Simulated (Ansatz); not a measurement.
The cell of Ta2SiO3 is invented: random cell by space group and Wyckoff sites (P-62m, No. 189). The dimensions are guesses.

```yaml
crystal:
  lattice:
    - [5.18795, 0.00000, 0.00000]
    - [-2.59397, 4.49289, 0.00000]
    - [0.00000, 0.00000, 3.75669]
  atoms:
    - { symbol: Ta, position: [0.33333, 0.66667, 0.50000] }
    - { symbol: Ta, position: [0.66667, 0.33333, 0.50000] }
    - { symbol: Si, position: [0.00000, 0.00000, 0.00000] }
    - { symbol: O, position: [0.58685, 0.00000, 0.00000] }
    - { symbol: O, position: [0.00000, 0.58685, 0.00000] }
    - { symbol: O, position: [0.41315, 0.41315, 0.00000] }
```

These are results of Ansatz, DFT PBE, scalar-relativistic, plane waves, PAW, not measurements. Cutoff 420 eV, Gaussian smearing, Γ-centred meshes. Cell and atoms relax first on a coarse mesh and then on a converged one. In between, the cell is made exact in the group found at 0.06 Å. The steps can't lower the symmetry of their start. No spin polarisation.

A guess keeps its type if space group and coordination stay and the shape of the cell changes little (axis ratios within about 15 %, angles within 6°); the volume may change.

Question: Does it keep its structure type, or change into something else?

Answer: It keeps its type. The symmetry stays P-62m (No. 189). The volume per atom shrinks by 19.5 %, from 14.6 to 11.8 Å³. The shortest distance goes from 2.14 Å (Si–O) to 2.04 Å (Si–O). The ratio c/a of the conventional cell changes by a factor of 0.89. Counting neighbours within 15 % of an atom's shortest distance, the start has O 5, Si 3, Ta 6 and the end O 5, Si 3, Ta 6.

The zero of energy is the elements' standard structures at the same level (O₂ as a molecule); no fitted shifts are applied.

Question: At what energy does it end?

Answer: −1.181 eV/atom.

The last run used a 6×6×8 mesh (in the run's order of axes) for its 6-atom cell and Gaussian smearing of 0.02 eV. Spin–orbit coupling, which can matter for Ta, is left out. Symmetry constrained the relaxation, so the result can be a saddle point. Another cell of Ta2SiO3 relaxed alike but with spin, in P6/mmm, lies 43 meV/atom lower, so this cell isn't the stable form at this level.
